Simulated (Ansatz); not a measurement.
**SiGe: computed property card**

SiGe:
```xyz
8
Lattice="3.9655 0.0000 0.0000 0.0000 3.9623 0.0000 0.0000 0.0000 11.2049" Properties=species:S:1:pos:R:3 pbc="T T T"
Si     0.9914     0.0000     3.5937
Si     0.9914     1.9811     4.9309
Si     2.9741     1.9811     6.2740
Si     2.9741     0.0000     7.6112
Ge     0.9914     0.0000     9.0084
Ge     0.9914     1.9811    10.4753
Ge     2.9741     1.9811     0.7295
Ge     2.9741     0.0000     2.1965
```

Space group Pmma (No. 51); conventional cell a = 3.9655 Å, b = 3.9623 Å, c = 11.2049 Å, α = β = γ = 90.00°.

Method: plane-wave PAW PBE (Ansatz code). The cell and atoms are relaxed at this level. Other levels are named where they apply.

### Cell and energy

* **Volume per atom**: 22.01 Å³
* **Density**: 3.80 g/cm³
* **Formation energy from the elements (no fitted shifts)**: 0.018 eV/atom

### Electronic structure

- Band gap = 0.37 eV (indirect)
- Valence-band maximum = at Γ
- Conduction-band minimum = at Z (k = 0.000, 0.000, 0.500 in fractions of the reciprocal vectors)
- Smallest direct gap on the standard path = 0.44 eV
- Electron effective mass = 0.15, 0.29, 3.3 mₑ (principal values)
- Electron effective mass with spin–orbit coupling = 0.15, 0.29, 3.3 mₑ (principal values)
- Hole effective mass = 0.055, 0.25, 2.1 mₑ (principal values)
- Hole effective mass with spin–orbit coupling = 0.071, 0.20, 0.22 mₑ (principal values)
- Gap with spin–orbit coupling = 0.32 eV

### Mechanics

- Bulk modulus (Birch–Murnaghan fit) = 73.9 GPa
- Pressure derivative B′ = 4.6

The start of the workflow was typed in or built on a structure type; neither database checked (COD, Materials Project) lists it. Its standing as an ambient phase is unchecked. The cell was relaxed with PBE under the symmetry of its start; its stability against distortions is not shown here. The references are the lowest solids computed at this level, not always the standard phases. Spin–orbit coupling is left out wherever it is not named.

Potentials: the later of the program's two PAW sets.
